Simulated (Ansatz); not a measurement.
### Question
Sn (β-Sn type, space group No. 141) is relaxed with the program Ansatz at the r²SCAN level (PAW). What lattice parameters of the conventional cell result?

### Answer
a = 5.860 Å, c = 3.215 Å.

Space group I4_1/amd (β-Sn type). The r²SCAN relaxation kept the symmetry of its start. Axis ratios of metals converge slowly with the k-mesh, so a and c are less sure than the volume. Scalar-relativistic: spin–orbit coupling is off unless named, which matters more the heavier the elements.

Potentials: the earlier of the program's two PAW sets. The files were generated under PBE; for other functionals the program regenerates the frozen cores, and for LDA and PBEsol the local potential too.
